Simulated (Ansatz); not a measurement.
# Computed properties of W

W:
```xyz
8
Lattice="5.0323 0.0000 0.0000 0.0000 5.0323 0.0000 0.0000 0.0000 5.0323" Properties=species:S:1:pos:R:3 pbc="T T T"
W      0.0000     0.0000     0.0000
W      2.5162     2.5162     2.5162
W      0.0000     2.5162     1.2581
W      0.0000     2.5162     3.7742
W      1.2581     0.0000     2.5162
W      3.7742     0.0000     2.5162
W      2.5162     3.7742     0.0000
W      2.5162     1.2581     0.0000
```

Space group Pm-3n (No. 223), A15 (β-W type); conventional cell a = 5.0323 Å, b = 5.0323 Å, c = 5.0323 Å, α = 90.00°, β = 90.00°, γ = 90.00°.

Method: PBEsol in the plane-wave PAW code Ansatz. The cell and atoms are relaxed at this level. Other levels are named where they apply.

### Cell and energy

- Volume per atom: 15.93 Å³
- Density: 19.16 g/cm³

### Electronic structure

- Electronic character = metallic (no gap)
- Density of states at the Fermi level = 0.31 states/eV per atom (mean over ±0.08 eV)
- Gap with spin–orbit coupling = none (metallic)

### Mechanics

- Bulk modulus (Birch–Murnaghan fit) = 318 GPa
- Pressure derivative B′ = 4.2
- Elastic constants (relaxed ions, GPa) = C11 = 628, C12 = 162, C44 = 101
- Mechanical stability = stable (all eigenvalues of C positive)
- Hill bulk and shear moduli = 318 and 142 GPa
- Young's modulus = 371 GPa
- Poisson's ratio = 0.31
- Debye temperature from the elastic constants = 360 K

### Phonons

* **Highest zone-centre frequency**: 255 cm⁻¹
* **Zone-centre stability**: no imaginary mode at Γ

The workflow started from an entry of the Crystallography Open Database (COD), which files this formula under 6 space groups. It is not the phase usual at ambient conditions (space group No. 229). The cell was relaxed with PBEsol under the symmetry of its start. No spin polarisation was allowed. As this level gives no gap, shear constants depend on the k-mesh and smearing (Fermi–Dirac, 0.1 eV here). As this level gives no gap, phonon frequencies hold no LO–TO term and depend on the k-mesh and smearing (Fermi–Dirac, 0.1 eV here). Spin–orbit coupling is left out wherever it is not named.

Potentials: the earlier of the program's two PAW sets. The files were generated under PBE; for other functionals the program regenerates the frozen cores, and for LDA and PBEsol the local potential too.
